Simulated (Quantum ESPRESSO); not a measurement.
```cif
data_Ga2N2
_chemical_formula_sum 'N2 Ga2'
_space_group_name_H-M_alt 'P63mc'
_space_group_IT_number 186
_space_group_name_Hall 'P 6c -2c'
_cell_length_a 3.15196
_cell_length_b 3.15196
_cell_length_c 5.13483
_cell_angle_alpha 90.000
_cell_angle_beta 90.000
_cell_angle_gamma 120.000
loop_
_atom_site_label
_atom_site_type_symbol
_atom_site_symmetry_multiplicity
_atom_site_Wyckoff_symbol
_atom_site_fract_x
_atom_site_fract_y
_atom_site_fract_z
_atom_site_occupancy
N1 N 2 b 0.33333 0.66667 0.37582 1
Ga1 Ga 2 b 0.66667 0.33333 0.49918 1
```

The PBEsol cell relaxed from Materials Project entry mp-804 was given an isotropic strain of -1 % on all lattice vectors, and the atoms were relaxed again.

Task: What does PBE (stringent potentials; Quantum ESPRESSO, PseudoDojo norm-conserving, 114 Ry, scalar-relativistic) give for the electronic structure near the Fermi level?

Result: The PBE gap is direct, 2.17 eV at Γ. Spin-orbit splittings are left out.
